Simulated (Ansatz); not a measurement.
All-electron LAPW in Ansatz 0.2.0 under PBE, scalar-relativistic, energies extrapolated to zero smearing. Slabs are 1×1 cells cut from bulk crystals relaxed on PAW files, with atoms then relaxed, 16 to 20 Å of vacuum, a dipole correction, k spacings of 0.16 to 0.26 Å⁻¹ and smearing of 0.02 to 0.1 eV, without spin–orbit coupling or spin polarisation. The bulk type named needn't be the stable one, and no reconstruction is allowed.

```tsv
slab	area (Å²)	γ (J/m²)	Φ (eV)	Δd12 (%)
rocksalt TiN (100), 1 layer	9.02	1.87	?	–
rocksalt TiN (100), 4 layers	9.02	1.31	2.81	-1.6
rocksalt TiN (100), 2 layers	9.02	1.33	2.68	?
```

Q: Fill in "Δd12 (%)" for the row "rocksalt TiN (100), 2 layers".

A: -2.8.

Q: Fill in "Φ (eV)" for the row "rocksalt TiN (100), 1 layer".

A: 3.81.
